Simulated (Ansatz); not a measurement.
## Notes on K2TiF6

```yaml
crystal:
  lattice:
    - [5.75340, 0.00000, 0.00000]
    - [-2.87670, 4.98259, 0.00000]
    - [0.00000, 0.00000, 4.68728]
  atoms:
    - { symbol: F, position: [0.15600, 0.84400, 0.24400] }
    - { symbol: F, position: [0.15600, 0.31200, 0.24400] }
    - { symbol: F, position: [0.68800, 0.84400, 0.24400] }
    - { symbol: F, position: [0.84400, 0.15600, 0.75600] }
    - { symbol: F, position: [0.31200, 0.15600, 0.75600] }
    - { symbol: F, position: [0.84400, 0.68800, 0.75600] }
    - { symbol: Ti, position: [0.00000, 0.00000, 0.00000] }
    - { symbol: K, position: [0.33330, 0.66670, 0.70000] }
    - { symbol: K, position: [0.66670, 0.33330, 0.30000] }
```

The numbers come from plane-wave PAW DFT (Ansatz): r2SCAN, no spin polarisation, 500 eV, 5×5×6 Γ-centred k points, fermi-dirac occupations (width 0.0171 eV). Nothing was relaxed.

Task: Is it stable against the elements?

Result: -3.50 eV an atom against the elements' usual phases (free molecules for gases, crystals otherwise, with no correction for O₂ or N₂), so it is bound against them; other compounds may still compete. Relaxing would lower it.

Task: How is the charge shared?

Result: Bader charges in e: K +0.91, Ti +2.52, F -0.72. In the mean Ti gives up most and F takes most.

Task: Metal or insulator? Give the gap.

Result: The gap on the k mesh is 4.86 eV; the mesh may miss the band edges, so the true gap of this level can be smaller.

Task: What does the stress say?

Result: The pressure is -5.6 GPa (compression positive), so with the atoms held at these fractions the cell would first shrink; the forces are large, so a full relaxation may end otherwise. The principal stresses -7.8, -4.5, -4.5 GPa differ, so its shape would change too.

Task: Which orbitals make up the band edges?

Result: Within 0.7 eV of the edges, the states project mainly on F p (99 %) below the gap and on Ti d (82 %) and F p (15 %) above it.

Origin: a database entry at a rescaled volume. Caveats: an odd or shifted mesh can miss the band edges, so this level's true gap may be smaller.
